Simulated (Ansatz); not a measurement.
Starting cell, Sn (beta-Sn type, space group I4_1/amd):

```
Sn
1.0
   -2.97350     2.97350     1.60615
    2.97350    -2.97350     1.60615
    2.97350     2.97350    -1.60615
Sn
2
Direct
  0.75000   0.25000   0.50000
  0.00000   0.00000   0.00000
```

Scan: atom 2 (Sn, nearest neighbour Sn at 3.080 Å; its periodic images, 3.2 Å or more away, move with it) is displaced towards the nearest neighbour, direction (-0.965, 0.000, -0.261) in Cartesian axes, by s. The other atoms stay.

Computed with PBE (plane waves to 420 eV, PAW, scalar-relativistic; Ansatz, an electronic-structure program). k mesh 13×13×13 (Γ-centred), Fermi-Dirac smearing 0.05 eV. E stands for the smeared free energy. With partly filled bands, energies and forces of such displacements shift with the k mesh and the smearing. Sn was relaxed with its symmetry unable to fall. ΔE is measured from the undisplaced structure.

Successive frames, forces in eV/Å:

```tsv
frame	ΔE (meV/cell)	F on Sn1	F on Sn2
s = 0.000 Å	0	(0.000, 0.000, 0.000)	(0.000, 0.000, 0.000)
s = 0.124 Å	25	(-0.416, 0.000, -0.049)	(0.416, 0.000, 0.049)
s = 0.248 Å	108	(-0.954, 0.000, -0.179)	(0.954, 0.000, 0.179)
s = 0.372 Å	276	(-1.755, 0.000, -0.403)	(1.755, 0.000, 0.403)
```

**Question.** What are the energy and the forces in the next frame, s = 0.496 Å?

**Answer.** ΔE (meV/cell) = 572.

| atom | Fx | Fy | Fz |
|---|---|---|---|
| Sn1 | -2.964 | 0.000 | -0.744 |
| Sn2 | 2.964 | 0.000 | 0.744 |

(A displaced cell: forces are minus the slopes of the energy, force constants its curvatures, and phonons follow from these.)
